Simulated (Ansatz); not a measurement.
Al$_{2}$Cu (Al2Cu type, space group I4/mcm)

```yaml
crystal:
  lattice:
    - [-3.02975, 3.02975, 2.43725]
    - [3.02975, -3.02975, 2.43725]
    - [3.02975, 3.02975, -2.43725]
  atoms:
    - { symbol: Al, position: [0.15828, 0.65828, 0.81655] }
    - { symbol: Al, position: [0.34172, 0.15828, 0.50000] }
    - { symbol: Al, position: [0.65828, 0.84172, 0.50000] }
    - { symbol: Al, position: [0.84172, 0.34172, 0.18345] }
    - { symbol: Cu, position: [0.75000, 0.75000, 0.00000] }
    - { symbol: Cu, position: [0.25000, 0.25000, 0.00000] }
```

The slice is a (100) plane (indices of the conventional cell) through the point (0.250, 0.250, 0.000) (fractional), spanned by u = [110] and v = [101] in vectors of this cell: u (4.87 Å) and v (6.06 Å, at 90° to u). It covers one period; positions are fractions (u, v).

Computed with PBE (plane waves to 420 eV, PAW, scalar-relativistic; Ansatz, a quantum-chemistry and plane-wave program). k mesh 12×12×12. Inside the PAW spheres the values are not all-electron values, and peaks at nuclei hang on which shells count as valence. Al2Cu is run without spin polarisation. Al2Cu was relaxed with its symmetry unable to fall.

Problem. What is the valence density on the shortest Cu–Cu line in this plane (2.44 Å), at its midpoint?

Solution. 0.35 e/Å³.

Problem. Predict the map of the electron localisation function (ELF) on the slice.

Solution. 
```
|xxx10000001xxxxx10000001xx|
|xx2000110002xxx2000110002x|
|11000011000011100001100001|
|00000122100000000012210000|
|00001333310000000133331000|
|01123444432110112344443211|
|22334455443322233445544332|
|33344555544333334455554433|
|33444444444433344444444443|
|33444444444433344444444443|
|33444444444433344444444443|
|33456666665433345666666543|
|34567788776543456778877654|
|44568999986544456899998654|
|44578999987544457899998754|
|44678999987644467899998764|
|44578999987544457899998754|
|44568999986544456899998654|
|34567788776543456778877654|
|33456666665433345666666543|
|33444444444433344444444443|
|33444444444433344444444443|
|33444444444433344444444443|
|33344555544333334455554433|
|22334455443322233445544332|
|01123444432110112344443211|
|00001333310000000133331000|
|00000122100000000012210000|
|11000011000011100001100001|
|xx2000110002xxx2000110002x|
|xxx10000001xxxxx10000001xx|
|xxx10000001xxxxx10000001xx|
```
Scale: ten equal steps from 0.18 (start of '0') to 0.86 (end of '9'), in the order '0123456789'. Values: electron localisation function (ELF). The map has 26 points along u (one character each, u = 0 at the left) and 32 along v (v = 0 in the bottom row). Points within 0.5 Å of a nucleus are blanked (x), as the pseudised field means little there.
